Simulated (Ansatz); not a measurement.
ZrN (NiAs type, P6_3/mmc), DFT-PBE in the program Ansatz with PAW potentials, all energies at zero smearing, with the estimated change up to a 700 eV cutoff added, with one set of potentials and settings (totals compare only within such a set). Cell of 4 atoms (2 Zr, 2 N): -9142.444 eV.

```json
[
 {"element": "Zr", "reference phase": "P6_3/mmc, 2 atoms in the cell", "E (eV/atom)": "-4183.8362"},
 {"element": "N", "reference phase": "Pa-3, 8 atoms in the cell", "E (eV/atom)": "-384.0325"}
]
```

Formation energy per atom, worked out: (-9142.444 − 2×(-4183.8362) − 2×(-384.0325))/4 = -1.677 eV/atom (-162 kJ per mol of atoms), at 0 K, without zero-point energy or fitted corrections.

The workflow started from a Materials Project entry (that database holds measured and hypothetical structures alike); the Crystallography Open Database copy checked does not list it. It is not the phase usual at ambient conditions (space group No. 225). The cell was relaxed with PBE under the symmetry of its start; whether a distortion lowers the energy is not shown. The run is not spin-polarised. The references are the lowest solids computed at this level, not always the standard phases (solids in place of the gases).

Potentials: the later of the program's two PAW sets.
